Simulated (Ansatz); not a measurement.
AlNi (CsCl type)

```
AlNi
1.0
    2.86217     0.00000     0.00000
    0.00000     2.86217     0.00000
    0.00000     0.00000     2.86217
Al Ni
1 1
Direct
  0.00000   0.00000   0.00000
  0.50000   0.50000   0.50000
```

The slice is a {210} plane (indices of the conventional cell) through the point (0.000, 0.000, 0.000) (fractional), spanned by u = [100] and v = [021] in vectors of this cell: u (2.86 Å) and v (6.40 Å, at 90° to u). It covers one period; positions are fractions (u, v).

These are PBEsol (plane waves to 420 eV, PAW, scalar-relativistic; Ansatz, a program for electronic structure) values and carry that method's errors. k mesh 16×16×16. Inside the PAW spheres the values are not all-electron values, and peaks at nuclei hang on which shells count as valence. AlNi is run without spin polarisation. AlNi was relaxed with its symmetry unable to fall.

Sketch the electron localisation function (ELF) on this plane as a map.


| v \ u | 0.00 | 0.14 | 0.29 | 0.43 | 0.57 | 0.71 | 0.86 |
|---|---|---|---|---|---|---|---|
| 0.94 | x | 0.06 | 0.45 | 0.49 | 0.49 | 0.45 | 0.06 |
| 0.84 | 0.50 | 0.50 | 0.40 | 0.25 | 0.25 | 0.40 | 0.50 |
| 0.75 | 0.43 | 0.32 | 0.19 | 0.22 | 0.22 | 0.19 | 0.32 |
| 0.66 | 0.46 | 0.35 | 0.21 | 0.24 | 0.24 | 0.21 | 0.35 |
| 0.56 | 0.49 | 0.46 | 0.32 | 0.21 | 0.21 | 0.32 | 0.46 |
| 0.47 | 0.50 | 0.47 | 0.39 | 0.30 | 0.30 | 0.39 | 0.47 |
| 0.38 | 0.48 | 0.39 | 0.22 | 0.20 | 0.20 | 0.22 | 0.39 |
| 0.28 | 0.43 | 0.30 | 0.20 | 0.25 | 0.25 | 0.20 | 0.30 |
| 0.19 | 0.50 | 0.45 | 0.28 | 0.19 | 0.19 | 0.28 | 0.45 |
| 0.09 | 0.07 | 0.25 | 0.51 | 0.45 | 0.45 | 0.51 | 0.25 |
| 0.00 | x | x | 0.33 | 0.50 | 0.50 | 0.33 | x |

Values: electron localisation function (ELF). Points within 0.5 Å of a nucleus are blanked (x), as the pseudised field means little there.
